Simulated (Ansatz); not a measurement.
**Does this entry for Y2Ti2O7 lie near equilibrium?**

The cell is a Materials Project structure (computed, not necessarily an observed phase), taken as it stands.

Space group Fd-3m:1 (No. 227); a = 10.1018 Å.

| site | Wyckoff | site symmetry | x | y | z |
| --- | --- | --- | --- | --- | --- |
| Y | 16d | .-3m | 0.3750 | 0.3750 | 0.6250 |
| Ti | 16c | .-3m | 0.3750 | 0.3750 | 0.1250 |
| O9 | 8b | -43m | 0.2500 | 0.2500 | 0.7500 |
| O11 | 48f | 2.mm | 0.7500 | 0.5451 | 0.2500 |

One atom of each set is listed; the run and its k-mesh use a cell of 22 atoms with edges of 7.14, 7.14, 7.14 Å.

Computed with Ansatz: DFT, PBE, plane waves and PAW, scalar-relativistic, 420 eV cutoff, Γ-centred 4×4×4 k-points, Fermi–Dirac smearing 0.02 eV.

Problem. Do the atoms and the cell lie near the calculated equilibrium?

Solution. Nearly. The largest force is 0.040 eV/Å, on atom 13 (O: 2 Ti at 1.96 Å, angle 131°; also 2 Y at 2.48 Å), and the pressure is 3.2 GPa.
